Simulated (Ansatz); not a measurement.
Two states of EuCo2H2

```
H Eu Co
1.0
     2.07506    3.59411    0.00000
    -2.07506    3.59411    0.00000
     0.00000    0.00000    4.48966
H Eu Co
2 1 2
Cartesian
  -0.0002 2.3962 0.5531
  0.0002 4.7920 3.9365
  0.0000 0.0000 0.0000
  -0.0002 2.3962 2.1012
  0.0002 4.7920 2.3885
```

Single point in Ansatz 0.2.0 with r2SCAN. Cutoff 500 eV, PAW datasets, 6×6×5 Γ-centred k mesh, fermi-dirac filling (width 0.1 eV).

State A: Eu3 up, Co4 up, Co5 up (collinear spin). State B: Eu3 down, Co4 up, Co5 up (collinear spin).

Q: Compare the two self-consistent states.

A: State B is lower by 3.5 meV an atom at zero smearing; in free energy at this smearing B lies -4.5 meV an atom from A. So small a gap isn't resolved on this mesh where a state is a metal.

```json
{"state": "A", "free energy (meV/atom)": "4.5", "largest moment in a small sphere (μB)": "6.47", "net moment (μB/cell)": "10.31", "gap on mesh (eV)": "metal", "pressure (GPa)": "-4.7", "largest force (eV/Å)": "0.50"}
{"state": "B", "free energy (meV/atom)": "0.0", "largest moment in a small sphere (μB)": "6.50", "net moment (μB/cell)": "3.31", "gap on mesh (eV)": "metal", "pressure (GPa)": "-5.0", "largest force (eV/Å)": "0.51"}
```

Origin: a known structure type with other elements, at an estimated volume, so it need not be a known compound. Caveats: f shells without a U or exact exchange are poorly placed.
